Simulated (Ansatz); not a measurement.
**Eu (bcc)**

Method: LDA, scalar-relativistic; collinear spin; PAW, 420 eV, Γ-centred 14×14×14 mesh, 0.05 eV Gaussian smearing; code Ansatz; PAW files: Ansatz's generated set soft_2.

```
CELL_PARAMETERS angstrom
-2.05205 2.05205 2.05205
2.05205 -2.05205 2.05205
2.05205 2.05205 -2.05205
ATOMIC_POSITIONS crystal
Eu 0.00000 0.00000 0.00000
```

Magnetic state: ferromagnetic, site spin moments Eu 6.92 μB.

Task: Which orbitals carry the states at the Fermi level, and how many states are there?

Result: Within 0.1 eV of it: Eu 5d 71 %, Eu 4f 23 % (shares among the projected shells). The density of states at the Fermi level is about 1.1 states/eV per cell, averaged over 0.3 eV.

Density of states (tetrahedra, averaged over 0.5 eV; states/eV per cell of 1 atom; energy in eV from the Fermi level; projections on Löwdin-orthogonalised atomic orbitals, summed over sites):

| E | total | Eu 4f up | Eu 5d up | Eu 5d down | Eu 4f down | Eu 6s |
| --- | --- | --- | --- | --- | --- | --- |
| -4.10 | 0.0 | 0.0 | 0.0 | 0.0 | 0.0 | 0.0 |
| -3.60 | 0.1 | 0.0 | 0.0 | 0.0 | 0.0 | 0.1 |
| -3.10 | 0.1 | 0.0 | 0.0 | 0.0 | 0.0 | 0.1 |
| -2.60 | 0.2 | 0.0 | 0.0 | 0.0 | 0.0 | 0.2 |
| -2.10 | 0.4 | 0.0 | 0.2 | 0.0 | 0.0 | 0.2 |
| -1.60 | 0.7 | 0.0 | 0.4 | 0.1 | 0.0 | 0.2 |
| -1.10 | 1.3 | 0.2 | 0.6 | 0.2 | 0.0 | 0.2 |
| -0.60 | 11.9 | 10.9 | 0.4 | 0.4 | 0.0 | 0.1 |
| -0.10 | 3.5 | 2.6 | 0.3 | 0.6 | 0.0 | 0.1 |
| 0.40 | 1.6 | 0.2 | 1.1 | 0.3 | 0.0 | 0.0 |
| 0.90 | 2.1 | 0.1 | 1.0 | 0.8 | 0.0 | 0.1 |
| 1.40 | 2.0 | 0.0 | 0.6 | 1.1 | 0.1 | 0.1 |
| 1.90 | 1.3 | 0.0 | 0.3 | 0.7 | 0.1 | 0.1 |
| 2.40 | 0.6 | 0.0 | 0.2 | 0.3 | 0.1 | 0.0 |
| 2.90 | 1.0 | 0.0 | 0.4 | 0.3 | 0.2 | 0.0 |
| 3.40 | 2.1 | 0.0 | 0.6 | 0.4 | 1.1 | 0.0 |
| 3.90 | 7.6 | 0.0 | 0.7 | 0.2 | 6.5 | 0.0 |

Without a U the 4f levels of Eu lie too near the Fermi level, so their share of the states there, and what hangs on it, is overstated. These numbers lack spin–orbit coupling. Site moments are of spin, integrated over atomic spheres.
